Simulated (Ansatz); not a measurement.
InAs in space group Pm-3n (No. 223; In on 6c, As on 6d) at seven volumes, DFT-PBE in the program Ansatz with PAW potentials, scaled uniformly. One row is withheld.

| V (Å³/atom) | P (GPa) |
|---|---|
| 33.554 | 4.40 |
| 34.660 | ? |
| 35.766 | 1.22 |
| 36.872 | 0.00 |
| 37.978 | -1.03 |
| 39.085 | -1.89 |
| 40.191 | -2.61 |

Fit the shown pressures and predict the withheld one.

Third-order Birch–Murnaghan: P = (3/2)B₀(x^(7/2) − x^(5/2))[1 + (3/4)(B′ − 4)(x − 1)] with x = (V₀/V)^(2/3). Least squares on the six rows gives V₀ = 36.870 Å³/atom, B₀ = 37.23 GPa, B′ = 4.79. At V = 34.660, x = 1.0421 and P = 2.67 GPa. The run itself gave 2.67 GPa.

The start of the workflow was typed in or built on a structure type; neither database checked (COD, Materials Project) lists it. It is not the phase usual at ambient conditions (space group No. 216). The PBE relaxation kept the symmetry of its start; whether a distortion lowers the energy is not shown. The volume moved by 31 % from the start of the relaxation.

Potentials: the earlier of the program's two PAW sets.
